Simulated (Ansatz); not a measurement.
Here is the system:

Ge:
```
CELL_PARAMETERS angstrom
      3.99763     0.00000     0.00000
     -1.99881     3.46205     0.00000
      0.00000     0.00000     6.59406
ATOMIC_POSITIONS crystal
  Ge 0.66667 0.33333 0.06285
  Ge 0.33333 0.66667 0.93715
  Ge 0.33333 0.66667 0.56285
  Ge 0.66667 0.33333 0.43715
```

This is the PBEsol-relaxed structure.

**Question.** All from PBEsol (plane waves, PAW; program Ansatz), unless another level is named. Predict the highest zone-centre frequency.

**Answer.** 285 cm^-1.

**Question.** What about the Debye temperature from the elastic constants?

**Answer.** 346 K.

Space group P6_3/mmc. The workflow started from a Materials Project entry (that database holds measured and hypothetical structures alike); the Crystallography Open Database copy checked does not list it. It is not the phase usual at ambient conditions (space group No. 227). Symmetry was held in the PBEsol relaxation; of distortions, only those at the zone centre were tested. As this level gives no gap, shear constants depend on the k-mesh and smearing (Fermi–Dirac, 0.1 eV here). As this level gives no gap, phonon frequencies hold no LO–TO term and depend on the k-mesh and smearing (Fermi–Dirac, 0.1 eV here).

Potentials: the earlier of the program's two PAW sets.
